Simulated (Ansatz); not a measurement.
LiCl (rock salt)

```
LiCl
1.0
    0.00000     2.55614     2.55614
    2.55614     0.00000     2.55614
    2.55614     2.55614     0.00000
Cl Li
1 1
Cartesian
  0.00000   0.00000   0.00000
  2.55614   2.55614   2.55614
```

In this cell atom 1 (Cl, nearest neighbour Li at 2.556 Å; its periodic images, 3.6 Å or more away, move with it) is moved by u·(1.000, 0.000, 0.000) + v·(0.000, 1.000, 0.000); the rest is frozen.

These are r2SCAN (plane waves to 500 eV, PAW, scalar-relativistic; Ansatz, a quantum-chemistry and plane-wave program) values and carry that method's errors. k mesh 9×9×9 (Γ-centred), Fermi-Dirac smearing 0.05 eV. Energies are smeared free energies. Points where atoms come too close for the PAW data are left out (x in tables, blank in figures). Fu and Fv are the components of the force on the atom. LiCl was relaxed with its symmetry unable to fall. The zero of ΔE is the undisplaced structure. Axes are in Å.

ΔE (eV/cell), with u across and v down:

```csv
v \ u,-0.840,-0.420,0.000,0.420,0.840
-0.840,1.054,1.137,x,1.137,1.054
-0.420,1.137,0.194,0.127,0.194,1.137
0.000,x,0.127,0.000,0.127,x
0.420,1.137,0.194,0.127,0.194,1.137
0.840,1.054,1.137,x,1.137,1.054
```

Fu (eV/Å), with u across and v down:

| v \ u | -0.840 | -0.420 | 0.000 | 0.420 | 0.840 |
|---|---|---|---|---|---|
| -0.840 | 1.34 | -0.96 | x | 0.96 | -1.34 |
| -0.420 | 5.15 | 0.57 | 0.00 | -0.57 | -5.15 |
| 0.000 | x | 0.90 | 0.00 | -0.90 | x |
| 0.420 | 5.15 | 0.57 | 0.00 | -0.57 | -5.15 |
| 0.840 | 1.34 | -0.96 | x | 0.96 | -1.34 |

Derived quantities:

Lowest place on the grid: u = 0.000 Å, v = 0.000 Å (0 meV/cell).

The 25 points together took roughly 3 core-minutes.

(For displaced atoms, the force is minus the slope of the energy, and its curvature is a force constant, which sets phonon frequencies.)
